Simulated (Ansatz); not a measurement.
Input and command of a calculation in Ansatz (plane waves; scalar-relativistic PAW potentials unless the input names others):

```yaml
crystal:
  lattice:
    - [1.7018510844, 0.9825641817, 6.057855274]
    - [-1.7018510844, 0.9825641817, 6.057855274]
    - [0.0, -1.9651283634, 6.057855274]
  atoms:
    - { symbol: Sr, position: [0.0, 0.0, 0.0] }
    - { symbol: Hf, position: [0.5, 0.5, 0.5] }
basis:
  ecutwfc: 420
kpoints:
  mp_grid: { grid: [1, 1, 1] }
hamiltonian:
  xc: pbe
scf:
  occupations: { method: gaussian, width: 0.1 }
  max_iter: 100
output:
  forces: true
  eigenvalues: true
  stress: true
```

```bash
ansatz run input.yaml --threads 1 --pin off --max-ram 2560MiB --backend cpu --events-out ev --progress --plain --runs-dir out
```

Abridged log:
```
Basis set: ecut = 420 eV, 1203 PW (Γ), FFT grids on a1−a3, a2−a3, a3, exchange–correlation on 48×48×90 points (8 copies of the dense FFT grid, shifted against one another)
Bands: 22, of which v1, the nominal top of the filled ones, is band 18 counted from 1 (17 counted from 0)
Symmetry: 12 space group operations
k-points: 1
SCF iter   1: F=—  HF=-19267.230928 eV  |F-HF|=—  |Δ(HF+E_count)|=         —  Δρ=4.52e-2  dr2=3.02e0  ethr=1.77e-3  ⟨swp⟩=9.0  Hψ=117  notcnv=0
SCF iter   2: F=—  HF=-19269.971047 eV  |F-HF|=—  |Δ(HF+E_count)|=    2.74e0  Δρ=9.18e-2  dr2=1.89e1  ethr=1.77e-3  ⟨swp⟩=4.0  Hψ=56  notcnv=0  recentre
SCF iter   3: F=—  HF=-19266.804506 eV  |F-HF|=—  |Δ(HF+E_count)|=    3.17e0  Δρ=3.14e-2  dr2=1.08e0  ethr=1.77e-3  ⟨swp⟩=3.0  Hψ=51  notcnv=0
SCF iter   4: F=—  HF=-19266.995369 eV  |F-HF|=—  |Δ(HF+E_count)|=   1.91e-1  Δρ=6.74e-2  dr2=8.24e0  ethr=1.77e-3  ⟨swp⟩=2.0  Hψ=32  notcnv=0  recentre
SCF iter   5: F=—  HF=-19266.774669 eV  |F-HF|=—  |Δ(HF+E_count)|=   2.21e-1  Δρ=2.17e-2  dr2=8.00e-1  ethr=1.77e-3  ⟨swp⟩=2.0  Hψ=27  notcnv=0
SCF iter   6: F=—  HF=-19266.712781 eV  |F-HF|=—  |Δ(HF+E_count)|=   6.19e-2  Δρ=4.56e-3  dr2=3.07e-2  ethr=1.77e-3  ⟨swp⟩=1.0  Hψ=22  notcnv=0
SCF iter   7: F=—  HF=-19266.712793 eV  |F-HF|=—  |Δ(HF+E_count)|=   1.27e-5  Δρ=4.58e-3  dr2=3.65e-2  ethr=8.54e-5  ⟨swp⟩=1.0  Hψ=30  notcnv=0
SCF iter   8: F=—  HF=-19266.713284 eV  |F-HF|=—  |Δ(HF+E_count)|=   4.91e-4  Δρ=5.91e-3  dr2=5.91e-2  ethr=8.54e-5  ⟨swp⟩=1.0  Hψ=22  notcnv=0
SCF iter   9: F=—  HF=-19266.711908 eV  |F-HF|=—  |Δ(HF+E_count)|=   1.38e-3  Δρ=2.91e-3  dr2=1.40e-2  ethr=8.54e-5  ⟨swp⟩=1.0  Hψ=22  notcnv=0
SCF iter  10: F=—  HF=-19266.711515 eV  |F-HF|=—  |Δ(HF+E_count)|=   3.93e-4  Δρ=1.13e-3  dr2=2.12e-3  ethr=3.90e-5  ⟨swp⟩=1.0  Hψ=22  notcnv=0
SCF iter  11: F=—  HF=-19266.711446 eV  |F-HF|=—  |Δ(HF+E_count)|=   6.90e-5  Δρ=3.07e-4  dr2=1.61e-4  ethr=5.90e-6  ⟨swp⟩=1.0  Hψ=22  notcnv=0
SCF iter  12: F=—  HF=-19266.711440 eV  |F-HF|=—  |Δ(HF+E_count)|=   5.95e-6  Δρ=2.74e-5  dr2=1.16e-6  ethr=4.48e-7  ⟨swp⟩=1.0  Hψ=22  notcnv=0
SCF iter  13: F=—  HF=-19266.711482 eV  |F-HF|=—  |Δ(HF+E_count)|=   4.20e-5  Δρ=7.36e-6  dr2=6.59e-8  ethr=2.78e-10  ⟨swp⟩=4.0  Hψ=95  notcnv=0
SCF iter  14: F=-19266.711482 eV  HF=-19266.711482 eV  |F-HF|=2.08e-8  |Δ(HF+E_count)|=   6.42e-9  Δρ=3.74e-6  dr2=2.50e-8  ethr=1.83e-10  ⟨swp⟩=3.0  Hψ=86  notcnv=0
SCF 1 converged in 14 iterations: F = -19266.711482 eV  dr2 = 2.50e-8
SCF converged after 14 iterations
Free energy (F): -19266.711482 eV
Harris-Foulkes:  -19266.711482 eV  (|F-HF|=2.08e-8)
Internal energy: -19266.616875 eV  (E = F + TS)
E sigma→0 (E₀):  -19266.664179 eV
Entropy (-TS):   -0.094607 eV (-47.304 meV/atom)
Fermi energy:    12.454911 eV
--- Forces (eV/Å), atoms counted from 1 ---
  atom   1  Sr     0.00000000     0.00000000     0.00000000
  atom   2  Hf     0.00000000     0.00000000     0.00000000
--- Stress (GPa, compression-positive) ---
       13.149430       0.000000       0.000000
        0.000000      13.149430       0.000000
        0.000000       0.000000      40.197673
  P = ⅓ Tr σ = 22.1655 GPa (221.655 kbar)
```

Q: What should be changed?

A: The fault is one k-point for a small cell (kpoints.mp_grid.grid: [18, 18, 18] → [1, 1, 1], the first being the value of the sound run). Setting it back cures it. The run converged all the same, with an energy at zero smearing 1.3 eV/atom below the reference's, pressure 22.17 GPa, largest force 0.000 eV/Å, gap on the mesh 0.14 eV, so convergence alone doesn't show that an input is right. A reference run on usual settings, whose relaxation ended at this geometry, converged, and the end of its own relaxation has pressure -0.01 GPa, largest force 0.000 eV/Å, no gap on the mesh.

Time: 0.7 s on 1 thread of Arm Neoverse V2, on a shared host, peak memory 0.27 GiB.